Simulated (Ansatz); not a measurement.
Input:

TePd:
```yaml
crystal:
  lattice:
    - [3.44068, 0.00000, 0.00000]
    - [0.00000, 3.44068, 0.00000]
    - [0.00000, 0.00000, 3.44068]
  atoms:
    - { symbol: Pd, position: [0.00000, 0.00000, 0.00000] }
    - { symbol: Te, position: [0.50000, 0.50000, 0.50000] }
```

This is the r²SCAN-relaxed structure.

Q: All from the program Ansatz at the r²SCAN level (PAW), unless another level is named. Predict the Young's modulus.

A: 47.1 GPa.

Q: Next, the elastic constants (relaxed ions, GPa)?

A: C11 = 117, C12 = 99.4, C44 = 24.7.

Space group Pm-3m (CsCl type). A made-up cell: these elements were put on the sites of a structure type; neither database checked (COD, Materials Project) lists it. COD files the formula under space group No. 194, so this cell is another polymorph or a model. Whether it is the stable phase at ambient conditions was not checked. The r²SCAN relaxation kept the symmetry of its start; its stability against distortions is not shown here. The run is not spin-polarised. As this level gives no gap, shear constants depend on the k-mesh and smearing (Fermi–Dirac, 0.1 eV here). Spin–orbit coupling is left out wherever it is not named.

Potentials: the earlier of the program's two PAW sets.
